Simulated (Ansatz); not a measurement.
The relaxed structure here is a generated cell of Te2Mo: the first start was made by placing the elements on the sites of a structure type, and the end was not matched to a known phase here, so it may be hypothetical. Known forms of Te2Mo include space group No. 194.

One starting cell of Te$_{2}$Mo (a generated cell, Te2Mo placed in the fluorite structure type) was relaxed twice with Ansatz (plane waves, PAW, scalar-relativistic): with r2SCAN at 500 eV and with PBE at 420 eV. The r2SCAN result:

```
Te2Mo
1.0
    0.00000     3.31968     3.31968
    3.31968     0.00000     3.31968
    3.31968     3.31968     0.00000
Mo Te
1 2
Direct
  0.00000   0.00000   0.00000
  0.25000   0.25000   0.25000
  0.75000   0.75000   0.75000
```

```json
[
 {"quantity": "space group", "r2SCAN": "Fm-3m", "PBE": "Fm-3m"},
 {"quantity": "volume (Å³/atom)", "r2SCAN": "24.39", "PBE": "24.59"},
 {"quantity": "a (Å)", "r2SCAN": "6.639", "PBE": "6.658"},
 {"quantity": "gap (eV, no spin-orbit coupling)", "r2SCAN": "0.00", "PBE": "0.00"}
]
```

Both levels end in the same structure; PBE's volume is 0.8 % larger. Neither column is exact.

No spin polarisation in the result. A magnetic state may lie lower.

The run could not lower the symmetry of its start; a shaken copy of this end point relaxes with r2SCAN to C2/m (No. 12), 0.10 eV/atom lower.

Ansatz is a program for electronic structure.
